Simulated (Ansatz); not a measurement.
Relaxed AlCo (CsCl type):

```xyz
4
Lattice="5.7042 0.0000 0.0000 0.0000 2.8521 0.0000 0.0000 0.0000 2.8521" Properties=species:S:1:pos:R:3 pbc="T T T"
Al     0.0000     0.0000     0.0000
Al     2.8521     0.0000     0.0000
Co     1.4260     1.4260     1.4260
Co     4.2781     1.4260     1.4260
```

Scan: atom 3 (Co, nearest neighbour Al at 2.470 Å; its periodic images, 2.9 Å or more away, move with it) is displaced towards the nearest neighbour, direction (-0.577, -0.577, -0.577) in Cartesian axes, by s. The other atoms stay.

Computed with PBE (plane waves to 420 eV, PAW, scalar-relativistic; Ansatz, a program for electronic structure). k mesh 7×13×13 (Γ-centred), Fermi-Dirac smearing 0.05 eV. Energies are smeared free energies. With partly filled bands, energies and forces of such displacements shift with the k mesh and the smearing. AlCo is run without spin polarisation. AlCo was relaxed with its symmetry unable to fall. The zero of ΔE is the undisplaced structure. The last digit holds for this mesh only.

```json
[
 {"s (Å)": "-0.490", "ΔE (meV/cell)": "1300.9"},
 {"s (Å)": "-0.392", "ΔE (meV/cell)": "withheld"},
 {"s (Å)": "-0.294", "ΔE (meV/cell)": "413.5"},
 {"s (Å)": "-0.196", "ΔE (meV/cell)": "176.6"},
 {"s (Å)": "-0.098", "ΔE (meV/cell)": "43.1"},
 {"s (Å)": "0.000", "ΔE (meV/cell)": "0.0"},
 {"s (Å)": "0.098", "ΔE (meV/cell)": "43.1"},
 {"s (Å)": "0.196", "ΔE (meV/cell)": "176.6"},
 {"s (Å)": "0.294", "ΔE (meV/cell)": "413.5"},
 {"s (Å)": "0.392", "ΔE (meV/cell)": "withheld"},
 {"s (Å)": "0.490", "ΔE (meV/cell)": "1300.9"}
]
```

### Question
Fit an even polynomial form (powers 2, 4, 6) to the given rows and predict ΔE at s = 0.392.

### Answer
Least squares on the 9 given rows: ΔE = (4452)·s² + (3744)·s⁴ + (1176)·s⁶, in meV/cell with s in Å; root-mean-square residual 0.07 meV/cell. At 0.392 the fit gives 776.8 meV/cell; the calculation gives 776.6 meV/cell, so the interpolation is off by 0.2 (+0.0 %). The quadratic term alone would give 684.1 meV/cell.

(For displaced atoms, the force is minus the slope of the energy, and its curvature is a force constant, which sets phonon frequencies.)
